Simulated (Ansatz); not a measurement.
Consider a crystal of ScCrC4N4 in space group P-43m (No. 215), with Sc on 1b; Cr on 1a; C on 4e; N on 4e. A trial structure of ScCrC4N4 was built thus: two interpenetrating cyanide-bridged diamond nets.

Theory: Ansatz 0.2.0, DFT PBE, scalar-relativistic, plane waves, PAW. Cutoff 420 eV, Γ-centred mesh, Gaussian smearing, collinear spin.

Energies over the elements count from the elements' standard structures at the same level (N₂ as a molecule), with no fitted energy shifts.

Q: Which cell and coordinates does it relax to?

A:

Space group P-43m (No. 215). a = 6.124 Å, b = 6.124 Å, c = 6.124 Å, α = 90.00°, β = 90.00°, γ = 90.00°
```
atom  site  symmetry       x       y       z
  Sc    1b      -43m  0.5000  0.5000  0.5000
  Cr    1a      -43m  0.0000  0.0000  0.0000
   C    4e       .3m  0.1921  0.1921  0.1921
   N    4e       .3m  0.3035  0.3035  0.3035
```

Sc is surrounded by 4 N at 2.08 Å; Cr has 4 C at 2.04 Å; around C lie 1 N at 1.18 Å and 1 Cr at 2.04 Å; around N lie 1 C at 1.18 Å and 1 Sc at 2.08 Å. Another local minimum with the same sites may exist.

Q: And its energy and gap?

A: The formation energy is +0.056 eV/atom and the gap on the 6×6×6 mesh of the 10-atom cell is 0.67 eV. The net moment per atom is 0.50 μB. The moment by site is Sc 0.1; Cr 2.8 μB. It can't be a ground state, since the elements alone are lower.

The last run used collinear spin and Gaussian smearing of 0.02 eV. Kohn–Sham gaps at this level usually fall short of measured ones. The reference form of C is held partly by dispersion forces, which this level lacks. The magnetic state reached may not be the lowest. Symmetry constrained the relaxation, so the result can be a saddle point. Site moments count only spheres around the atoms; the net moment includes the space between them.
